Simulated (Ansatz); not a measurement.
CsHgBr3:
```xyz
5
Lattice="5.6006 0.0000 0.0000 0.0000 5.6006 0.0000 0.0000 0.0000 5.6006" Properties=species:S:1:pos:R:3 pbc="T T T"
Cs     0.0000     0.0000     0.0000
Hg     2.8003     2.8003     2.8003
Br     0.0000     2.8003     2.8003
Br     2.8003     0.0000     2.8003
Br     2.8003     2.8003     0.0000
```

Relaxed with r²SCAN.

Give the Bader charges and basin volumes of the independent atoms, r²SCAN (plane waves, PAW; program Ansatz).



```tsv
atom	Bader charge (e)	Bader volume (Å³)
Cs1	+0.88	40.8
Hg2	+0.76	20.9
Br3	-0.54	37.9
```

Space group Pm-3m (cubic perovskite). The workflow started from an entry of the Crystallography Open Database (COD), which files this formula under 2 space groups. Whether it is the stable phase at ambient conditions was not checked. The r²SCAN relaxation kept the symmetry of its start; its stability against distortions is not shown here. Scalar-relativistic: spin–orbit coupling is off unless named, which matters more the heavier the elements.

Potentials: the later of the program's two PAW sets.
